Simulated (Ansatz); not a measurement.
Sb2W:
```
Sb2W
1.0
    1.70628    -6.48778     0.00000
    1.70628     6.48778     0.00000
    0.00000     0.00000     6.01277
W Sb
2 4
Direct
  0.89964   0.10036   0.49938
  0.10036   0.89964   0.99938
  0.56015   0.43985   0.36067
  0.43985   0.56015   0.86067
  0.29146   0.70854   0.21496
  0.70854   0.29146   0.71496
```

Relaxed with PBE.

Q: Which orbitals make up the states near the Fermi level in the program Ansatz at the PBE level (PAW)?

A: Within 0.5 eV of the Fermi level: W 5d 70 %, Sb 5p 22 %. Projections are on Löwdin-orthogonalised atomic valence shells; empty p or d shells of many metals are not among them.

Q: Tabulate the density of states.

A: States/eV per cell of 6 atoms, in 0.25 eV bins, energy from the Fermi level.

| E (eV) | total | Sb 5p | W 5d | Sb 5s |
|---|---|---|---|---|
| -7.85 | 0.00 | 0.00 | 0.00 | 0.00 |
| -7.60 | 0.00 | 0.00 | 0.00 | 0.00 |
| -7.35 | 0.00 | 0.00 | 0.00 | 0.00 |
| -7.10 | 0.00 | 0.00 | 0.00 | 0.00 |
| -6.85 | 0.00 | 0.00 | 0.00 | 0.00 |
| -6.60 | 0.04 | 0.02 | 0.00 | 0.00 |
| -6.35 | 0.44 | 0.28 | 0.05 | 0.02 |
| -6.10 | 1.36 | 0.91 | 0.17 | 0.08 |
| -5.85 | 1.69 | 1.16 | 0.22 | 0.09 |
| -5.60 | 2.17 | 1.50 | 0.32 | 0.12 |
| -5.35 | 3.60 | 2.47 | 0.62 | 0.20 |
| -5.10 | 3.80 | 2.54 | 0.76 | 0.22 |
| -4.85 | 2.93 | 1.88 | 0.61 | 0.21 |
| -4.60 | 3.59 | 2.25 | 0.88 | 0.22 |
| -4.35 | 3.54 | 2.20 | 0.93 | 0.21 |
| -4.10 | 2.36 | 1.42 | 0.67 | 0.14 |
| -3.85 | 2.99 | 1.84 | 0.85 | 0.15 |
| -3.60 | 3.60 | 2.13 | 1.16 | 0.18 |
| -3.35 | 4.71 | 2.66 | 1.68 | 0.19 |
| -3.10 | 4.05 | 2.25 | 1.49 | 0.17 |
| -2.85 | 5.69 | 3.04 | 2.25 | 0.20 |
| -2.60 | 6.15 | 3.13 | 2.66 | 0.15 |
| -2.35 | 5.83 | 2.80 | 2.71 | 0.12 |
| -2.10 | 4.90 | 2.47 | 2.17 | 0.09 |
| -1.85 | 4.56 | 2.31 | 2.00 | 0.09 |
| -1.60 | 4.33 | 1.88 | 2.24 | 0.08 |
| -1.35 | 4.08 | 1.49 | 2.40 | 0.07 |
| -1.10 | 3.94 | 1.09 | 2.58 | 0.09 |
| -0.85 | 4.13 | 1.01 | 2.80 | 0.11 |
| -0.60 | 4.81 | 0.98 | 3.48 | 0.13 |
| -0.35 | 4.49 | 0.77 | 3.42 | 0.12 |
| -0.10 | 2.32 | 0.42 | 1.74 | 0.06 |
| 0.15 | 1.98 | 0.57 | 1.25 | 0.08 |
| 0.40 | 3.29 | 0.94 | 2.00 | 0.17 |
| 0.65 | 3.21 | 0.90 | 1.85 | 0.22 |
| 0.90 | 4.70 | 1.23 | 2.61 | 0.41 |
| 1.15 | 4.05 | 1.04 | 2.30 | 0.31 |
| 1.40 | 4.22 | 1.11 | 2.39 | 0.32 |
| 1.65 | 4.40 | 1.26 | 2.37 | 0.39 |
| 1.90 | 4.39 | 1.36 | 2.23 | 0.45 |
| 2.15 | 4.85 | 1.50 | 2.37 | 0.51 |
| 2.40 | 4.56 | 1.56 | 1.95 | 0.46 |
| 2.65 | 5.50 | 2.25 | 1.95 | 0.47 |
| 2.90 | 3.64 | 1.67 | 1.12 | 0.26 |
| 3.15 | 4.12 | 1.94 | 1.21 | 0.22 |
| 3.40 | 4.73 | 2.33 | 1.31 | 0.22 |
| 3.65 | 3.88 | 2.08 | 0.96 | 0.18 |
| 3.90 | 3.43 | 1.81 | 0.77 | 0.12 |
| 4.15 | 4.84 | 2.58 | 1.07 | 0.11 |
| 4.40 | 4.75 | 2.47 | 0.98 | 0.09 |

Space group Cmc2_1. The start of the workflow was typed in or built on a structure type; neither database checked (COD, Materials Project) lists it. Its standing as an ambient phase is unchecked. Symmetry was held in the PBE relaxation; its stability against distortions is not shown here. No spin polarisation was allowed. The volume moved by -18 % from the start of the relaxation. Its formation energy is positive at this level, so the cell may be metastable or incomplete. Spin–orbit coupling is left out wherever it is not named.

Potentials: the later of the program's two PAW sets.
